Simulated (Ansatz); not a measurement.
The cell is an ordered 6-atom cell of AlGa2N3 on the rocksalt lattice (I4/mmm); cell and atoms were relaxed with r2SCAN. Space group I4/mmm (No. 139), tetragonal; a = 2.941 Å, c = 12.506 Å in the conventional setting, 9.01 Å³ an atom. Al has 6 N at 2.05–2.08 Å; N has 1 Al at 2.05 Å and 5 Ga at 2.08–2.13 Å; Ga has 6 N at 2.07–2.13 Å; N has 2 Ga at 2.07 Å and 4 Al at 2.08 Å.

```yaml
crystal:
  lattice:
    - [-1.47052, 1.47052, 6.25277]
    - [1.47052, -1.47052, 6.25277]
    - [1.47052, 1.47052, -6.25277]
  atoms:
    - { symbol: Al, position: [0.00000, 0.00000, 0.00000] }
    - { symbol: N, position: [0.83624, 0.83624, 0.00000] }
    - { symbol: Ga, position: [0.33411, 0.33411, 0.00000] }
    - { symbol: N, position: [0.16376, 0.16376, 0.00000] }
    - { symbol: Ga, position: [0.66589, 0.66589, 0.00000] }
    - { symbol: N, position: [0.50000, 0.50000, 0.00000] }
```

4 runs of Ansatz on this cell differ in the functional (and in the settings that go with it). Levels are in eV from each run's valence top; v1 is the last filled band, c1 the first empty one.

Run A, mean stress -1.6 GPa (compression positive):
```tsv
point	v2	v1	c1	c2
Γ	-0.54	-0.54	4.81	4.98
X	-3.42	-3.40	3.38	6.04
P	-3.86	-3.77	3.79	5.16
N	-0.43	-0.39	6.95	8.62
M	-1.14	-1.14	3.48	7.30
S	-0.48	-0.34	7.38	7.59
```

Run B, mean stress +7.7 GPa (compression positive):
```tsv
point	v2	v1	c1	c2
Γ	-0.51	-0.51	2.74	2.88
X	-3.14	-3.13	1.40	3.91
P	-3.54	-3.51	1.81	3.12
N	-0.37	-0.33	4.95	6.50
M	-1.03	-1.03	1.48	5.09
S	-0.41	-0.29	5.35	5.54
```

Run C, mean stress -1.5 GPa (compression positive):
```tsv
point	v2	v1	c1	c2
Γ	-0.53	-0.53	4.11	4.26
X	-3.41	-3.39	2.67	5.29
P	-3.84	-3.76	3.08	4.43
N	-0.43	-0.40	6.23	7.88
M	-1.12	-1.12	2.77	6.56
S	-0.48	-0.34	6.65	6.85
```

Run D, mean stress 0.0 GPa (compression positive):
```tsv
point	v2	v1	c1	c2
Γ	-0.52	-0.52	3.31	3.45
X	-3.24	-3.22	1.95	4.45
P	-3.64	-3.58	2.32	3.71
N	-0.40	-0.36	5.65	7.22
M	-1.06	-1.06	2.05	5.70
S	-0.44	-0.31	6.04	6.25
```

Task: Match the runs to PBE, r2SCAN, HSE06, PBE0.

Result: A is PBE0, B is PBE, C is HSE06, D is r2SCAN. In order of the gap: PBE 1.40, r2SCAN 1.95, HSE06 2.67, PBE0 3.38 eV. The stress vanishes for r2SCAN, which relaxed the cell.

Note: simulated data, non-magnetic, for a generated structure that need not be the stable one.

The runs are scalar-relativistic, without spin-orbit coupling.

The program warns that its thresholds are loose for a hybrid's stress.
